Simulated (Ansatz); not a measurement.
WSe2 (P6_3/mmc) from a database of computed structures was relaxed with 3 functionals in Ansatz, cell and atoms free, the symmetry of the start kept (meshes: PBE-D3(BJ) 12×12×2, r2SCAN+rVV10 12×12×2, PBE-D4 12×12×2). (Simulation; spin polarisation is off.)

The PBE-D3(BJ) result:
```
CELL_PARAMETERS angstrom
3.27902 0.00000 0.00000
-1.63951 2.83971 0.00000
0.00000 0.00000 12.78293
ATOMIC_POSITIONS crystal
W 0.66667 0.33333 0.75000
W 0.33333 0.66667 0.25000
Se 0.33333 0.66667 0.88176
Se 0.66667 0.33333 0.38176
Se 0.33333 0.66667 0.61824
Se 0.66667 0.33333 0.11824
```

Space group P6_3/mmc (No. 194), hexagonal; a = 3.279 Å, c = 12.783 Å in the conventional setting, 19.84 Å³ an atom. Around W lie 6 Se at 2.53 Å; around Se lie 3 W at 2.53 Å.

Problem. What lattice does PBE-D4 give?

Solution. a = 3.279 Å, c = 12.839 Å; the volume differs by +0.4 % from PBE-D3(BJ)'s. W has 6 Se at 2.53 Å; Se has 3 W at 2.53 Å.

Problem. How does the cell change with r2SCAN+rVV10?

Solution. a = 3.300 Å, c = 13.149 Å; the volume differs by +4.2 % from PBE-D3(BJ)'s. Around W lie 6 Se at 2.53 Å; around Se lie 3 W at 2.53 Å.

Problem. How do the relaxed cells compare with measured ones?

Solution.
Comparison with experiment:
- Lattice constant a, measured 3.282 Å: PBE-D3(BJ) 3.279 (-0.1 %), r2SCAN+rVV10 3.300 (+0.5 %), PBE-D4 3.279 (-0.1 %). Source: 3.282 ± 0.001 Å (a of 2H-WSe2; quoted from earlier work; Literature value quoted from an earlier work; measurement temperature not stated; quoted in “Random anion distribution in MSxSe2−x (M = Mo, W) crystals and nanosheets”, 2018, pmc:9078701).
- Lattice constant c, measured 12.96 Å: PBE-D3(BJ) 12.783 (-1.4 %), r2SCAN+rVV10 13.149 (+1.5 %), PBE-D4 12.839 (-0.9 %). Source: 12.96 ± 0.01 Å (c of 2H-WSe2; quoted from earlier work; Literature value quoted from an earlier work; measurement temperature not stated; quoted in “Random anion distribution in MSxSe2−x (M = Mo, W) crystals and nanosheets”, 2018, pmc:9078701).
The calculated lattice is static; the measured one holds thermal expansion and zero-point motion. Reports marked as nanostructured, strained, doped, implanted or mixed samples, and transport gaps, were set aside.

No spin-orbit coupling is included; it can move band edges with weight on the heavy atoms by tenths of an eV.
